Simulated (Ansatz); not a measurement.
ZnSe:
```
CELL_PARAMETERS angstrom
      0.00000     2.81676     2.81676
      2.81676     0.00000     2.81676
      2.81676     2.81676     0.00000
ATOMIC_POSITIONS crystal
  Se 0.75000 0.75000 0.75000
  Zn 0.00000 0.00000 0.00000
```

Relaxed with PBEsol. Special points in fractions of this cell's reciprocal vectors: Γ (0.000, 0.000, 0.000); X (0.500, 0.000, 0.500); U (0.625, 0.250, 0.625); K (0.375, 0.375, 0.750); L (0.500, 0.500, 0.500); W (0.500, 0.250, 0.750).

### Question
List the band energies nearest the valence-band maximum at these points for plane-wave PAW PBEsol (Ansatz code).

### Answer
In eV from the valence-band maximum; about four levels below and three above (degenerate sets whole), none deeper than 8.9 eV; … stands for higher levels left out; points with the same levels are listed once.

| k | below | above |
|---|---|---|
| Γ | -6.23 -6.23 0.00 0.00 0.00 | 1.24 … |
| X | -6.05 -4.86 -2.27 -2.27 | 2.80 3.38 10.72 |
| U | -5.96 -4.84 -3.22 -1.86 | 3.46 5.56 8.99 |
| L | -6.07 -5.39 -0.90 -0.90 | 2.48 6.31 6.31 |
| W | -5.92 -4.80 -2.87 -2.79 | 5.36 5.60 6.91 |

Space group F-43m (zinc blende). Symmetry was held in the PBEsol relaxation. Scalar-relativistic: spin–orbit coupling is off unless named, which matters more the heavier the elements.

Potentials: the later of the program's two PAW sets.
